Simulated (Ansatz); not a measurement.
Profile along the Re–Re line in Re (hcp, Mg type)

Re (hcp, Mg type)

```yaml
crystal:
  lattice:
    - [2.77511, 0.00000, 0.00000]
    - [-1.38756, 2.40332, 0.00000]
    - [0.00000, 0.00000, 4.48300]
  atoms:
    - { symbol: Re, position: [0.33333, 0.66667, 0.75000] }
    - { symbol: Re, position: [0.66667, 0.33333, 0.25000] }
```

Fields along a shortest Re–Re line of a (0001) plane (2.78 Å), from Re to Re, interpolated on the slice's grid (step about 0.2 Å). These are PBE (plane waves to 420 eV, PAW, scalar-relativistic; Ansatz, a quantum-chemistry and plane-wave program) values and carry that method's errors. k mesh 19×19×11. Inside the PAW spheres the values are not all-electron values, and peaks at nuclei hang on which shells count as valence. Re is run without spin polarisation. Re was relaxed with its symmetry unable to fall. Spin-orbit coupling is left out, though Re is heavy.

```tsv
distance from Re (Å)	valence electron density (e/Å³)	electron localisation function
0.00	6.40	x
0.14	6.69	x
0.28	6.92	x
0.42	6.26	x
0.56	4.64	0.73
0.69	2.82	0.63
0.83	1.50	0.44
0.97	0.83	0.29
1.11	0.54	0.27
1.25	0.44	0.34
1.39	0.41	0.39
1.53	0.44	0.34
1.67	0.54	0.27
1.81	0.83	0.29
1.95	1.50	0.44
2.08	2.82	0.63
2.22	4.64	0.73
2.36	6.26	x
2.50	6.92	x
2.64	6.69	x
2.78	6.40	x
```

x: too close to a nucleus for the ELF to mean much.

Density on the Re–Re line (2.78 Å) at its midpoint: 0.41 e/Å³. ELF at that point: 0.39.
